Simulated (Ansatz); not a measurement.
An Ansatz (a program for electronic structure) run. Input:

Ansatz 0.2 input:
```yaml
crystal:
  lattice:
    - [3.9838348197, 0.0, 0.0]
    - [0.0, 3.9838348197, 0.0]
    - [0.0, 0.0, 3.9838348197]
  atoms:
    - { symbol: Sr, position: [0.0, 0.0, 0.0] }
    - { symbol: Ta, position: [0.5, 0.5, 0.5] }
    - { symbol: O, position: [0.5, 0.5, 0.0] }
    - { symbol: O, position: [0.0, 0.5, 0.5] }
    - { symbol: O, position: [0.5, 0.0, 0.5] }
kpoints:
  mp_grid: { grid: [22, 22, 22] }
hamiltonian:
  xc: lda
  pseudopotentials: { kind: paw }
scf:
  occupations: { method: fermi_dirac, width: 0.1 }
elastic: { mode: relaxed_ion, stencil: two_point, amplitude: 0.005, f_tol: 0.0005 }
```

Output (shortened):

```
Pseudopotential: Sr, paw, valence charge 10
Pseudopotential: Ta, paw, valence charge 13
Pseudopotential: O, paw, valence charge 6
Functional definition: SPW92
Crystal: 5 atoms, lattice volume = 63.227 Å³
Basis set: ecut = 420 eV, 1237 PW (Γ)
Bands: 26, of which v1, the nominal top of the filled ones, is band 21 counted from 1 (20 counted from 0)
Symmetry: 48 space group operations
Space group: Pm-3m (ITA 221), of the structure as read, at distance tolerance 4.0e-5 Å
k-points: 364 of 10648
SCF 1 converged in 11 iterations: F = -14800.253160 eV  dr2 = 1.17e-14
Crystal: 5 atoms, lattice volume = 62.911 Å³
Basis set: ecut = 420 eV, 1229 PW (Γ)
Symmetry: 16 space group operations
k-points: 936 of 10648
SCF 2 converged in 11 iterations: F = -14800.250819 eV  dr2 = 6.32e-14
Crystal: 5 atoms, lattice volume = 63.543 Å³
SCF 3 converged in 9 iterations: F = -14800.251112 eV  dr2 = 4.32e-15
Crystal: 5 atoms, lattice volume = 63.227 Å³
Symmetry: 8 space group operations
k-points: 1596 of 10648
SCF 4 converged in 10 iterations: F = -14800.252896 eV  dr2 = 7.24e-14
Crystal: 5 atoms, lattice volume = 63.227 Å³
SCF 5 converged in 9 iterations: F = -14800.252896 eV  dr2 = 7.94e-14
SCF converged after 11 iterations
Free energy (F): -14800.253160 eV
Harris-Foulkes:  -14800.253160 eV  (|F-HF|=3.64e-12)
Internal energy: -14800.217957 eV  (E = F + TS)
E sigma→0 (E₀):  -14800.235558 eV
Entropy (-TS):   -0.035203 eV (-7.041 meV/atom)
Fermi energy:    14.589691 eV
--- Per-component energies (eV) ---
  E_band       = -189.702160
  E_kinetic    = 1140.671697
  E_local      = -2262.251967  (includes V_loc(G=0)·N_el)
  E_nonlocal   = 376.443703
  E_hartree    = 738.835244
  E_xc         = -608.533438
  E_vxc        = -648.932353  (∫ρ·V_xc dr)
  E_paw        = -11188.726429  (= ΣΔE_a)
  E_vpaw       = -273.311272  (= ΣTr[D̂ρ^β])
  E_aug_tail   = 0.007545  (compensation charges beyond the density's cutoff)
  E_ewald      = -2997.508115
  E_core_change = 0.843803  (= ΣΔE_core)
  E_smearing   = -0.035203  (= −TS)
  E_closure    = 0.000000  (closes the sum)
  Σ components = -14800.253160   (vs F -14800.253160, Δ=0.00e0)
--- Forces (eV/Å), atoms counted from 1 ---
  atom   1  Sr     0.00000000     0.00000000     0.00000000
  atom   2  Ta     0.00000000     0.00000000     0.00000000
  atom   3  O      0.00000000     0.00000000     0.00000000
  atom   4  O      0.00000000     0.00000000     0.00000000
  atom   5  O      0.00000000     0.00000000     0.00000000
  max |Σ_I F_I| component: 0.0 eV/Å
--- Stress (GPa, compression-positive) ---
        0.056029       0.000000       0.000000
        0.000000       0.056029       0.000000
        0.000000       0.000000       0.056029
  P = ⅓ Tr σ = 0.0560 GPa (0.560 kbar)
--- Band table (eV; the first three rows and the last of 364) ---
  k-point 0: bands = ["-55.0637", "-22.1570", "-21.7884", "-21.7884", "-21.7884", "-6.8633", "-6.0418", "-6.0418", "-4.1835", "-4.1835", "-4.1835", "7.9958", "7.9958", "7.9958", "9.1294", "9.1294", "9.1294", "9.9031", "9.9031", "9.9031", "13.1801", "13.1801", …
  k-point 1: bands = ["-55.0637", "-22.1577", "-21.7897", "-21.7883", "-21.7883", "-6.8603", "-6.0411", "-6.0348", "-4.1829", "-4.1829", "-4.1719", "7.9596", "7.9911", "7.9911", "9.0995", "9.0995", "9.1115", "9.8210", "9.8907", "9.8907", "13.1874", "13.2467", …
  k-point 2: bands = ["-55.0637", "-22.1595", "-21.7934", "-21.7880", "-21.7880", "-6.8544", "-6.0391", "-6.0103", "-4.1809", "-4.1809", "-4.1384", "7.8492", "7.9770", "7.9770", "9.0131", "9.0131", "9.0596", "9.5957", "9.8595", "9.8595", "13.2088", "13.4361", …
  k-point 363: bands = ["-55.0623", "-22.1078", "-21.8916", "-21.8916", "-21.8916", "-5.0865", "-5.0865", "-5.0865", "-4.4305", "-4.4305", "-4.4305", "5.1402", "5.5710", "5.5710", "6.3781", "6.3781", "6.3781", "10.2631", "10.2631", "10.2631", "16.9964", …
--- Elastic constants: 2 strain directions × 2 members + reference (group order 48) ---
  dense FFT box of the reference and of every strained cell: 27×27×27
  strains applied: 11, 23; error gains: componentwise 1.00 (the most a stress slope's error grows in a printed constant), spectral 1.73 (1 for all six strains …
  C = ∂σ_k/∂η_j (tension-positive GPa; Voigt order 11 22 33 23 13 12):
       444.455     97.805     97.805      0.000      0.000      0.000
        97.805    444.455     97.805      0.000      0.000      0.000
        97.805     97.805    444.455      0.000      0.000      0.000
         0.000      0.000      0.000     52.977      0.000      0.000
         0.000      0.000      0.000      0.000     52.977      0.000
         0.000      0.000      0.000      0.000      0.000     52.977
  reference stress σ⁰ (GPa):     -0.056     -0.056     -0.056      0.000      0.000      0.000
  moduli (Voigt/Reuss/Hill, GPa): K = 213.36/213.36/213.36   G = 101.12/73.35/87.23   E = 230.31   ν = 0.320
  mechanically stable: yes (min eigenvalue of sym C = 52.98 GPa)
  strain η (Voigt 11):  stress-route row diagonal C_11 = 444.45 GPa, energy-path curvature d²(F+E_count+ΔE)/dδ²/Ω₀ = 444.39 GPa
         δ    σ_11 (GPa)             F (eV)   n_scf  n_hpsi   n_pw
    -5.000e-3      -2.3390      -14800.2508193      11  577383   1254   relax 0 steps, max|allowed force component| 0.0 eV/Å
     5.000e-3       2.1055      -14800.2511115       9  494539   1265   relax 0 steps, max|allowed force component| 0.0 eV/Å
  strain η (Voigt 23):  stress-route row diagonal C_44 = 52.98 GPa, energy-path curvature d²(F+E_count+ΔE)/dδ²/Ω₀ = 53.03 GPa
         δ    σ_23 (GPa)             F (eV)   n_scf  n_hpsi   n_pw
    -5.000e-3      -0.2649      -14800.2528955      10  959960   1259   relax 0 steps, max|allowed force component| 0.0 eV/Å
     5.000e-3       0.2649      -14800.2528955       9  896899   1259   relax 0 steps, max|allowed force component| 0.0 eV/Å
```

Cost: about 8 core-minutes (a rough figure) on shared cores.

The workflow started from a Materials Project entry (that database holds measured and hypothetical structures alike); the Crystallography Open Database copy checked does not list it. Its standing as an ambient phase is unchecked. Symmetry was held in the LDA relaxation; its stability against distortions is not shown here. No spin polarisation was allowed. As this level gives no gap, shear constants depend on the k-mesh and smearing (Fermi–Dirac, 0.1 eV here). Spin–orbit coupling is left out wherever it is not named.

Potentials: the later of the program's two PAW sets.

Ansatz is a plane-wave DFT program.
